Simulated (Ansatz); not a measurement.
A crystal relaxed with r2SCAN in Ansatz has space group R-3m:H (No. 166) and a = 4.337 Å, c = 21.918 Å.

```
atom  site       x       y       z
  Xx    3a  0.0000  0.0000  0.0000
   I    3b  0.6667  0.3333  0.8333
   K    6c  0.3333  0.6667  0.9392
```

With r2SCAN the gap is 3.63 eV and direct, at Γ. With PBE the gap is 3.10 eV and direct, at Γ. Meshes: r2SCAN 8×8×8, PBE 8×8×8. r2SCAN's ε∞ is 2.6 along x and y, 2.5 along z.

Question: Which element is Xx?
A. H
B. F
C. Br
D. Cl

Answer: B. Xx is F: K2IF, ordered on the rocksalt lattice (R-3m) with 4 atoms a cell. F is surrounded by 6 K at 2.84 Å; I is surrounded by 6 K at 3.41 Å; K is surrounded by 3 F at 2.84 Å and 3 I at 3.41 Å.

No spin polarisation. The prototype was imposed, so other structures may be more stable.

Spin-orbit coupling is left out, which matters wherever the heavy atoms make up the band edges.
